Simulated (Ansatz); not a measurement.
Input:

MgTe:
```
MgTe
1.0
    4.56105     0.00000     0.00000
   -2.28052     3.94998     0.00000
    0.00000     0.00000     7.41131
Mg Te
2 2
Direct
  0.66667   0.33333   0.00101
  0.33333   0.66667   0.50101
  0.66667   0.33333   0.62419
  0.33333   0.66667   0.12419
```

This is the PBEsol-relaxed structure. Tensor components refer to the Cartesian frame of this cell.

Problem. All from PBEsol in the plane-wave PAW code Ansatz, unless another level is named. Predict the Debye temperature from the elastic constants.

Solution. 179 K.

Problem. And the piezoelectric stress constants (proper, relaxed ions, C/m²)?

Solution. e15 = e24 = 0.10, e31 = e32 = 0.12, e33 = -0.26.

Space group P6_3mc (wurtzite). Symmetry was held in the PBEsol relaxation. Scalar-relativistic: spin–orbit coupling is off unless named, which matters more the heavier the elements.

Potentials: the later of the program's two PAW sets.
